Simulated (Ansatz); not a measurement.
¹⁷O NMR of the central transition in CO₂

Cell: an entry of the Crystallography Open Database (COD), its atoms then relaxed with PBE in this cell.

Space group Pa-3 (No. 205); a = 5.6300 Å.

```csv
site,Wyckoff,site symmetry,x,y,z
C,4a,.-3.,0.0000,0.0000,0.0000
O,8c,.3.,0.1198,0.1198,0.1198
```

One atom of each set is listed.

Level of theory: DFT, PBE, plane waves and PAW, scalar-relativistic, 420 eV cutoff, Γ-centred 4×4×4 k-points, Fermi–Dirac smearing 0.02 eV (Ansatz 0.2.0).

¹⁷O has I = 5/2 and Q = -25.58 mb (Pyykkö 2018); at 11.7 T its Larmor frequency is ν₀ = 67.6 MHz. Only the quadrupole interaction is simulated: positions count from each site's isotropic chemical shift, and J coupling is left out, as are shift anisotropy and dipolar coupling, which fast spinning averages.

**Question.** What does the ¹⁷O spectrum (fast magic-angle spinning) show for each site?

**Answer.** 

| site | first shell | C_Q (MHz) | η | P_Q (MHz) | δ_QIS (ppm) | breadth (kHz) |
| --- | --- | --- | --- | --- | --- | --- |
| O | 1 C at 1.17 Å | -4.44 | 0.00 | 4.44 | -25.9 | 3.75 |

δ_QIS = −(ν_Q²/30ν₀²)[I(I+1) − 3/4](1 + η²/3) × 10⁶ ppm with ν_Q = 3|C_Q|/[2I(2I−1)]; it falls as 1/B₀² in ppm, and the breadth as 1/B₀ in kHz.

An axis of threefold or higher order runs through O, so V_zz lies along it and η is zero.

The database entry as given showed forces above 3 eV/Å or a pressure above 30 GPa, though relaxing it moves no atom far.
